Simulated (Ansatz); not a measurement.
CsPbCl3 (cubic perovskite, space group No. 221), DFT-PBE in the program Ansatz with PAW potentials, all energies at zero smearing, with the estimated change up to a 700 eV cutoff added, with one set of potentials and settings (totals compare only within such a set). Cell of 5 atoms (1 Cs, 1 Pb, 3 Cl): -20823.348 eV.

```csv
element,reference phase,E (eV/atom)
Cs,"P6_3/mmc, 2 atoms in the cell",-5670.7673
Pb,"Fm-3m, 1 atoms in the cell",-11906.4191
Cl,"Cmce, 4 atoms in the cell",-1079.4982
```

Formation energy per atom, worked out: (-20823.348 − 1×(-5670.7673) − 1×(-11906.4191) − 3×(-1079.4982))/5 = -1.533 eV/atom (-148 kJ per mol of atoms), at 0 K, without zero-point energy or fitted corrections.

Space group Pm-3m (cubic perovskite). This is a known high-temperature phase of the composition, computed here at zero pressure and temperature. Symmetry was held in the PBE relaxation; whether a distortion lowers the energy is not shown. The references are the lowest solids computed at this level, not always the standard phases (solids in place of the gases). Spin–orbit coupling is left out wherever it is not named.

Potentials: the later of the program's two PAW sets.
